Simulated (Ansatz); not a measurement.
**Equation of state of In$_{2}$Ge$_{2}$O$_{7}$ and its gap**

A database entry relaxed whole under r2SCAN (C2/m):

```xyz
11
Lattice="3.3528 -4.4110 -0.0111 3.3528 4.4110 -0.0111 -1.0549 0.0000 4.8297" Properties=species:S:1:pos:R:3 pbc="T T T"
In    2.8253    1.7012    2.4038
In    2.8253   -1.7012    2.4038
Ge    0.6094    0.0000    4.3758
Ge    5.0412    0.0000    0.4317
O     0.0000    0.0000    0.0000
O     2.4995    0.0000    1.0872
O     3.1512    0.0000    3.7203
O     0.8581   -1.4585    3.4318
O     4.7926   -1.4585    1.3758
O     4.7926    1.4585    1.3758
O     0.8581    1.4585    3.4318
```

The cell was scaled uniformly, its shape held, and the atoms relaxed at each volume with plane-wave PAW DFT (Ansatz 0.2.0; r2SCAN, 500 eV, 4×4×6 Γ-centred mesh, fermi-dirac occupations of width 0.020 eV; no spin, no spin-orbit coupling). One row is withheld.

| volume (Å³/atom) | energy over the lowest (meV/atom) | pressure (GPa) | gap over mesh and path (eV) |
| --- | --- | --- | --- |
| 12.199 | 24.5 | 10.57 | 3.222 |
| 12.459 | 10.5 | 6.72 | 3.075 |
| 12.718 | ? | ? | ? |
| 12.978 | 0.0 | -0.01 | 2.745 |
| 13.237 | 2.4 | -2.93 | 2.577 |
| 13.497 | 9.4 | -5.58 | 2.410 |
| 13.756 | 20.4 | -7.97 | 2.245 |

**Question.** Fit the pressures of the other rows to the third-order Birch-Murnaghan form.

**Answer.** With f = [(V₀/V)^(2/3) − 1]/2 and P = 3B₀f(1 + 2f)^(5/2)[1 + 3(B₀′ − 4)f/2], least squares gives V₀ = 12.98 Å³ an atom, B₀ = 153 GPa and B₀′ = 3.7; the rows miss the fit by 0.02 GPa. The slope of the energies differs from these pressures by less than 0.05 GPa.

**Question.** How does the gap move with volume?

**Answer.** A parabola in ln(V/V₀) through the other rows has the slope dE_g/d ln V = -8.2 eV at V₀, so by B₀ the gap moves by +54 meV a GPa at this fixed shape: it widens under pressure.

**Question.** What does the withheld row hold?

**Answer.** The fit gives 3.19 GPa at 12.718 Å³; the run gave 3.19 GPa and 2.5 meV an atom. Its gap is 2.910 eV, against 2.908 eV from the parabola.

Caveats: the shape of the cell was held, so B₀ is an upper bound where the axes differ in stiffness; 0 K, fixed nuclei; the symmetry was kept, and this need not be the phase that is stable at 0 K; one mesh for all volumes; r2SCAN gaps lie as a rule under measured ones; the slope of the gap can be off by tens of per cent, more where shallow d levels or spin-orbit coupling act on the edges; pressure is positive in compression.
